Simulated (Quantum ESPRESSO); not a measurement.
## Zr4TiPt2Sc (one run as intended and one with a planted mistake)

Simulated, not a measurement. The program is pw.x of Quantum ESPRESSO 7.5 (plane-wave density functional theory). The cell is made up: eight metal atoms on a hexagonal close-packed lattice, with elements, volume, strain and displacements drawn at random and not relaxed, so it may be unstable or far from any real phase. PseudoDojo standard norm-conserving files set the functional (PBE unless stated); there is no spin polarisation or spin-orbit coupling, the Fermi-Dirac width of 0.25 eV means electrons at about 2900 K, and the masses in the input are unused placeholders. Heavy elements are run without spin-orbit coupling, which real alloys of them have. A spin test at this wide smearing found no moment, but such smearing suppresses magnetism that the real alloy may have.

Intended input:

```
&control calculation='scf', pseudo_dir='./dojo.nc.sr.pbe.v0_5.standard.upf', outdir='./o', disk_io='minimal', tprnfor=.true., tstress=.true. /
&system ibrav=0, nat=8, ntyp=4, nbnd=72, ecutwfc=84.00895049, nosym=.true., tot_charge=0,
 occupations='smearing', smearing='fd', degauss=0.0183746611
/
&electrons conv_thr=1.470e-08, electron_maxstep=70, mixing_beta=0.5 /
ATOMIC_SPECIES
Pt 1.0 Pt.upf
Sc 1.0 Sc.upf
Ti 1.0 Ti.upf
Zr 1.0 Zr.upf
CELL_PARAMETERS angstrom
-3.0777 0.0102 -0.0486
-0.0176 5.2619 -0.0261
1.3916 -2.5876 -9.5653
ATOMIC_POSITIONS angstrom
Zr -0.0573 0.0448 -0.0788
Ti -0.0226 1.8082 -2.3629
Zr -0.0868 0.0014 -4.7335
Pt -0.1675 1.8978 -7.2165
Zr -1.6163 2.6669 -0.1245
Zr -1.5344 4.3415 -2.5059
Pt -1.575 2.7364 -4.8303
Sc -1.678 -0.9109 -7.2393
K_POINTS automatic
8 5 3 1 1 1
```

The log is shortened where brackets say so; the opening notice, blank lines, dates and the lines on written files are dropped, and the path of the files is cut. It prints rydbergs, bohrs and kilobars, and counts compression as positive stress. Its total energy is the free energy E - TS of the whole cell.

Log of the intended run:

```
     Program PWSCF v.7.5
     Parallel version (MPI & OpenMP), running on       4 processor cores
     Number of MPI processes:                 4
     Threads/MPI process:                     1
     [start-up lines left out]
     bravais-lattice index     =            0
     lattice parameter (alat)  =       5.8168  a.u.
     unit-cell volume          =    1049.1309 (a.u.)^3
     number of atoms/cell      =            8
     number of atomic types    =            4
     number of electrons       =       107.00
     number of Kohn-Sham states=           72
     kinetic-energy cutoff     =      84.0090  Ry
     charge density cutoff     =     336.0358  Ry
     scf convergence threshold =      1.5E-08
     mixing beta               =       0.5000
     number of iterations used =            8  plain     mixing
     Exchange-correlation= PBE
                           (   1   4   3   4   0   0   0)
     [axes and pseudopotential details left out]
   Cartesian axes
     site n.     atom                  positions (alat units)
         1        Zr     tau(   1) = (  -0.0186154   0.0145544  -0.0256002  )
         2        Ti     tau(   2) = (  -0.0073422   0.5874402  -0.7676487  )
         3        Zr     tau(   3) = (  -0.0281992   0.0004548  -1.5377990  )
         4        Pt     tau(   4) = (  -0.0544167   0.6165491  -2.3444653  )
         5        Zr     tau(   5) = (  -0.5250965   0.8664109  -0.0404470  )
         6        Zr     tau(   6) = (  -0.4984892   1.4104477  -0.8141059  )
         7        Pt     tau(   7) = (  -0.5116792   0.8889898  -1.5692470  )
         8        Sc     tau(   8) = (  -0.5451414  -0.2959292  -2.3518725  )
     number of k points=    60  Fermi-Dirac smearing, width (Ry)=  0.0184
                       cart. coord. in units 2pi/alat
        k(    1) = (  -0.0610816   0.0579058  -0.0781842), wk =   0.0333333
        k(    2) = (  -0.0644536   0.0589548   0.1355739), wk =   0.0333333
     [further k points left out]
     Dense  grid:   109077 G-vectors     FFT dimensions: (  36,  60, 120)
     Estimated max dynamical RAM per process >     423.96 MB
     Estimated total dynamical RAM >       1.58 GB
     Initial potential from superposition of free atoms
     starting charge     106.9860, renormalised to     107.0000
     Starting wfcs are   80 randomized atomic wfcs
     total cpu time spent up to now is        5.5 secs
     per-process dynamical memory:   340.7 Mb
     Self-consistent Calculation
     iteration #  1     ecut=    84.01 Ry     beta= 0.50
     Davidson diagonalization with overlap
     ethr =  1.00E-02,  avg # of iterations =  2.5
     total cpu time spent up to now is       16.5 secs
     total energy              =   -1134.53073361 Ry
     estimated scf accuracy    <      12.41160044 Ry
     iteration #  2     ecut=    84.01 Ry     beta= 0.50
     Davidson diagonalization with overlap
     ethr =  1.00E-02,  avg # of iterations =  5.4
     total cpu time spent up to now is       30.8 secs
     total energy              =   -1137.51815994 Ry
     estimated scf accuracy    <     164.08228459 Ry
     [iterations 3 to 20 left out]
     iteration # 21     ecut=    84.01 Ry     beta= 0.50
     Davidson diagonalization with overlap
     ethr =  2.37E-11,  avg # of iterations =  2.2
     total cpu time spent up to now is      218.2 secs
     total energy              =   -1143.02710431 Ry
     estimated scf accuracy    <       0.00000002 Ry
     iteration # 22     ecut=    84.01 Ry     beta= 0.50
     Davidson diagonalization with overlap
     ethr =  1.89E-11,  avg # of iterations =  1.4
     total cpu time spent up to now is      226.6 secs
     End of self-consistent calculation
     [lines on levels left out]
!    total energy              =   -1143.02710430 Ry
     estimated scf accuracy    <       0.00000001 Ry
     smearing contrib. (-TS)   =      -0.13919513 Ry
     internal energy E=F+TS    =   -1142.88790917 Ry
     The total energy is F=E-TS. E is the sum of the following terms:
     one-electron contribution =    -324.61043564 Ry
     hartree contribution      =     210.35744368 Ry
     xc contribution           =    -209.26660268 Ry
     ewald contribution        =    -819.36831453 Ry
     convergence has been achieved in  22 iterations
     Forces acting on atoms (cartesian axes, Ry/au):
     atom    1 type  4   force =     0.00111860   -0.01061602    0.04830499
     atom    2 type  3   force =     0.00273687   -0.00842333   -0.05865171
     atom    3 type  4   force =     0.00438037    0.03294504   -0.04560898
     atom    4 type  1   force =     0.00122102   -0.02110230   -0.01055241
     atom    5 type  4   force =     0.00214539    0.00283676    0.01488122
     atom    6 type  4   force =    -0.00644136    0.01429807    0.00885530
     atom    7 type  1   force =    -0.00451137   -0.01701798    0.01051872
     atom    8 type  2   force =    -0.00064952    0.00707976    0.03225287
     Total force =     0.108529     Total SCF correction =     0.000628
     Computing stress (Cartesian axis) and pressure
          total   stress  (Ry/bohr**3)                   (kbar)     P=       49.04
   0.00035150   0.00004056  -0.00004441           51.71        5.97       -6.53
   0.00004056   0.00005328   0.00007096            5.97        7.84       10.44
  -0.00004441   0.00007096   0.00059533           -6.53       10.44       87.58
     init_run     :      5.22s CPU      5.39s WALL (       1 calls)
     electrons    :    216.58s CPU    221.12s WALL (       1 calls)
     forces       :      1.76s CPU      1.78s WALL (       1 calls)
     stress       :      6.21s CPU      6.21s WALL (       1 calls)
     [timing details left out]
     PWSCF        :   3m49.84s CPU   3m54.62s WALL
     JOB DONE.
```

A second run has one planted mistake: two atoms have their elements exchanged. The input lines that differ:

```
- Pt -0.1675 1.8978 -7.2165
+ Sc -0.1675 1.8978 -7.2165
- Sc -1.678 -0.9109 -7.2393
+ Pt -1.678 -0.9109 -7.2393
```

Its log:

```
     Program PWSCF v.7.5
     Parallel version (MPI & OpenMP), running on       4 processor cores
     Number of MPI processes:                 4
     Threads/MPI process:                     1
     [start-up lines left out]
     bravais-lattice index     =            0
     lattice parameter (alat)  =       5.8168  a.u.
     unit-cell volume          =    1049.1309 (a.u.)^3
     number of atoms/cell      =            8
     number of atomic types    =            4
     number of electrons       =       107.00
     number of Kohn-Sham states=           72
     kinetic-energy cutoff     =      84.0090  Ry
     charge density cutoff     =     336.0358  Ry
     scf convergence threshold =      1.5E-08
     mixing beta               =       0.5000
     number of iterations used =            8  plain     mixing
     Exchange-correlation= PBE
                           (   1   4   3   4   0   0   0)
     [axes and pseudopotential details left out]
   Cartesian axes
     site n.     atom                  positions (alat units)
         1        Zr     tau(   1) = (  -0.0186154   0.0145544  -0.0256002  )
         2        Ti     tau(   2) = (  -0.0073422   0.5874402  -0.7676487  )
         3        Zr     tau(   3) = (  -0.0281992   0.0004548  -1.5377990  )
         4        Sc     tau(   4) = (  -0.0544167   0.6165491  -2.3444653  )
         5        Zr     tau(   5) = (  -0.5250965   0.8664109  -0.0404470  )
         6        Zr     tau(   6) = (  -0.4984892   1.4104477  -0.8141059  )
         7        Pt     tau(   7) = (  -0.5116792   0.8889898  -1.5692470  )
         8        Pt     tau(   8) = (  -0.5451414  -0.2959292  -2.3518725  )
     number of k points=    60  Fermi-Dirac smearing, width (Ry)=  0.0184
                       cart. coord. in units 2pi/alat
        k(    1) = (  -0.0610816   0.0579058  -0.0781842), wk =   0.0333333
        k(    2) = (  -0.0644536   0.0589548   0.1355739), wk =   0.0333333
     [further k points left out]
     Dense  grid:   109077 G-vectors     FFT dimensions: (  36,  60, 120)
     Estimated max dynamical RAM per process >     423.96 MB
     Estimated total dynamical RAM >       1.58 GB
     Initial potential from superposition of free atoms
     starting charge     106.9860, renormalised to     107.0000
     Starting wfcs are   80 randomized atomic wfcs
     total cpu time spent up to now is        5.3 secs
     per-process dynamical memory:   340.7 Mb
     Self-consistent Calculation
     iteration #  1     ecut=    84.01 Ry     beta= 0.50
     Davidson diagonalization with overlap
     ethr =  1.00E-02,  avg # of iterations =  2.5
     total cpu time spent up to now is       16.0 secs
     total energy              =   -1135.92508657 Ry
     estimated scf accuracy    <      10.48994432 Ry
     iteration #  2     ecut=    84.01 Ry     beta= 0.50
     Davidson diagonalization with overlap
     ethr =  9.80E-03,  avg # of iterations =  5.4
     total cpu time spent up to now is       29.9 secs
     total energy              =   -1137.79571559 Ry
     estimated scf accuracy    <     158.95390059 Ry
     [iterations 3 to 18 left out]
     iteration # 19     ecut=    84.01 Ry     beta= 0.50
     Davidson diagonalization with overlap
     ethr =  1.98E-10,  avg # of iterations =  5.8
     total cpu time spent up to now is      200.1 secs
     total energy              =   -1143.07911623 Ry
     estimated scf accuracy    <       0.00000012 Ry
     iteration # 20     ecut=    84.01 Ry     beta= 0.50
     Davidson diagonalization with overlap
     ethr =  1.09E-10,  avg # of iterations =  1.9
     total cpu time spent up to now is      208.8 secs
     End of self-consistent calculation
     [lines on levels left out]
!    total energy              =   -1143.07911623 Ry
     estimated scf accuracy    <       0.00000001 Ry
     smearing contrib. (-TS)   =      -0.13604040 Ry
     internal energy E=F+TS    =   -1142.94307583 Ry
     The total energy is F=E-TS. E is the sum of the following terms:
     one-electron contribution =    -322.94339777 Ry
     hartree contribution      =     209.37573358 Ry
     xc contribution           =    -209.24305159 Ry
     ewald contribution        =    -820.13236005 Ry
     convergence has been achieved in  20 iterations
     Forces acting on atoms (cartesian axes, Ry/au):
     atom    1 type  4   force =     0.00364253    0.01199263    0.00734565
     atom    2 type  3   force =     0.00403139   -0.01458020   -0.04858220
     atom    3 type  4   force =     0.00679251    0.00565729   -0.07667732
     atom    4 type  2   force =     0.00089006    0.00829143    0.05690767
     atom    5 type  4   force =    -0.00133773   -0.01379534    0.05742897
     atom    6 type  4   force =    -0.00618436    0.01611621    0.00183869
     atom    7 type  1   force =    -0.00839341   -0.02749578    0.00751678
     atom    8 type  1   force =     0.00055901    0.01381376   -0.00577824
     Total force =     0.130249     Total SCF correction =     0.000530
     Computing stress (Cartesian axis) and pressure
          total   stress  (Ry/bohr**3)                   (kbar)     P=       45.84
   0.00026041   0.00006337  -0.00004879           38.31        9.32       -7.18
   0.00006337   0.00019273  -0.00007915            9.32       28.35      -11.64
  -0.00004879  -0.00007915   0.00048171           -7.18      -11.64       70.86
     init_run     :      5.01s CPU      5.18s WALL (       1 calls)
     electrons    :    199.32s CPU    203.53s WALL (       1 calls)
     forces       :      1.76s CPU      1.78s WALL (       1 calls)
     stress       :      6.07s CPU      6.07s WALL (       1 calls)
     [timing details left out]
     PWSCF        :   3m32.26s CPU   3m36.70s WALL
     JOB DONE.
```

|  | intended run | run with the mistake |
| --- | --- | --- |
| free energy (eV) | -15551.676 | -15552.384 |
| entropy term -TS, part of it (eV) | -1.894 | -1.851 |
| pressure (GPa) | 4.90 | 4.58 |
| size of the largest force component (eV/Å) | 1.508 | 1.971 |
| largest change of a force component (eV/Å) |  | 1.734 |
| iterations | 22 | 20 |

For scale, a rerun of the intended cell at a higher cutoff and on a denser mesh moved values by no more than 0.004 eV in energy, 0.03 GPa in stress and 0.006 eV/Å in force, and a second program with other atomic files agreed on that cell to 2 % rms in force and 0.5 GPa in pressure.